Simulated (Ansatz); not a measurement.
### Question
Bi (A7 (α-As type), R-3m) is relaxed with r²SCAN+D4 (plane waves, PAW; program Ansatz). What lattice parameters of the conventional cell result?

### Answer
a = 4.523 Å, c = 12.148 Å.

### Question
Give the free coordinates with the occupied sites.

### Answer
In one choice of origin and axes:

| atom | site | symmetry | x | y | z |
|---|---|---|---|---|---|
| Bi | 6c | 3m | 0.0000 | 0.0000 | 0.2329 |

Symmetry was held in the r²SCAN+D4 relaxation. The pairwise dispersion correction was not fitted to metals. Axis ratios of metals converge slowly with the k-mesh, so a and c are less sure than the volume. Scalar-relativistic: spin–orbit coupling is off unless named, which matters more the heavier the elements.

Potentials: the later of the program's two PAW sets.
